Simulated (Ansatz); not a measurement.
Data sheet: MoRu (DFT)

MoRu:
```
CELL_PARAMETERS angstrom
      2.74541     0.00000     0.00000
      0.00000     2.74541     0.00000
      0.00000     0.00000     3.80621
ATOMIC_POSITIONS crystal
  Ru 0.00000 0.00000 0.00000
  Mo 0.50000 0.50000 0.50000
```

Space group P4/mmm (No. 123), L1₀ or tetragonal B2; conventional cell a = b = 2.7454 Å, c = 3.8062 Å, α = β = γ = 90.00°.

Method: plane-wave PAW PBEsol (Ansatz code). Structure relaxed to zero pressure with the same functional. Other levels are named where they apply.

### Cell and energy

| Item | Result |
|---|---|
| Volume per atom | 14.34 Å³ |
| Density | 11.40 g/cm³ |
| Formation energy from the elements (no fitted shifts) | 0.064 eV/atom |

### Electronic structure

| Property | Result |
|---|---|
| Electronic character | metallic (no gap) |
| Density of states at the Fermi level | 1.1 states/eV per atom (mean over ±0.08 eV) |
| Gap with spin–orbit coupling | none (metallic) |

### Mechanics

| Property | Value |
|---|---|
| Bulk modulus (Birch–Murnaghan fit) | 304 GPa |
| Pressure derivative B′ | 4.4 |
| Elastic constants (relaxed ions, GPa) | C11 = 530, C12 = 130, C13 = 244, C33 = 438, C44 = 165, C66 = 82.7 |
| Mechanical stability | stable (all eigenvalues of C positive) |
| Hill bulk and shear moduli | 304 and 133 GPa |
| Young's modulus | 348 GPa |
| Poisson's ratio | 0.31 |
| Debye temperature from the elastic constants | 468 K |

### Phonons

| Quantity | Value |
|---|---|
| Highest zone-centre frequency | 215 cm⁻¹ |
| Zone-centre stability | no imaginary mode at Γ |

The start of the workflow was typed in or built on a structure type; neither database checked (COD, Materials Project) lists it. Its standing as an ambient phase is unchecked. The cell was relaxed with PBEsol under the symmetry of its start. No spin polarisation was allowed. As this level gives no gap, shear constants depend on the k-mesh and smearing (Fermi–Dirac, 0.1 eV here). As this level gives no gap, phonon frequencies hold no LO–TO term and depend on the k-mesh and smearing (Fermi–Dirac, 0.1 eV here). Axis ratios of metals converge slowly with the k-mesh, so a and c are less sure than the volume. The references are the lowest solids computed at this level, not always the standard phases. Spin–orbit coupling is left out wherever it is not named.

Potentials: the later of the program's two PAW sets.
